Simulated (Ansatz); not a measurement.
Relaxed-ion elastic tensor of Ti3AlC2 in space group P6_3/mmc (No. 194; Ti on 4f, Ti on 2a, Al on 2b, C on 4f) in GPa (Voigt order), the program Ansatz at the r²SCAN level (PAW); density 4.25 g/cm³, 12.67 Å³ per atom.

```
 377  80.0  71.1   0.0   0.0   0.0
80.0   377  71.1   0.0   0.0   0.0
71.1  71.1   319   0.0   0.0   0.0
 0.0   0.0   0.0   131   0.0   0.0
 0.0   0.0   0.0   0.0   131   0.0
 0.0   0.0   0.0   0.0   0.0   148
```

### Question
Is the crystal mechanically stable?

### Answer
Yes: the smallest eigenvalue of C is 131 GPa.

### Question
Work out the Voigt, Reuss and Hill averages.

### Answer
K_V = 168, K_R = 167, K_H = 168; G_V = 139, G_R = 138, G_H = 139 GPa.

### Question
Give Young's modulus, Poisson's ratio, Pugh's ratio and the universal anisotropy index.

### Answer
E = 9KG/(3K + G) = 326 GPa; ν = 0.18; K/G = 1.21 (brittle by the Pugh limit of 1.75); A_U = 5G_V/G_R + K_V/K_R − 6 = 0.03.

### Question
Estimate the sound speeds and the Debye temperature.

### Answer
v_l = √((K + 4G/3)/ρ) = 9110 m/s, v_t = √(G/ρ) = 5710 m/s, mean 6290 m/s; Θ = (h/k)(3n/4πV)^(1/3) v_m = 803 K.

### Question
Solve the Christoffel equation for the three sound speeds along x, y, z.

### Answer
Eigenvalues of C_ijkl n_j n_l equal ρv². In km/s, slowest first: x 5.56, 5.91, 9.42; y 5.56, 5.91, 9.42; z 5.56, 5.56, 8.66.

### Question
How much does each axis shrink under pressure?

### Answer
Linear compressibilities β_i = Σ_j S_ij (j = 1 to 3): x 1.8, y 1.8, z 2.3 per TPa.

The workflow started from a Materials Project entry (that database holds measured and hypothetical structures alike); the Crystallography Open Database files this formula in space group No. 194, but the cells were not matched. Whether it is the stable phase at ambient conditions was not checked. The r²SCAN relaxation kept the symmetry of its start; its stability against distortions is not shown here. The run is not spin-polarised. As this level gives no gap, shear constants depend on the k-mesh and smearing (Fermi–Dirac, 0.1 eV here).

Potentials: the earlier of the program's two PAW sets. The files were generated under PBE; for other functionals the program regenerates the frozen cores, and for LDA and PBEsol the local potential too.
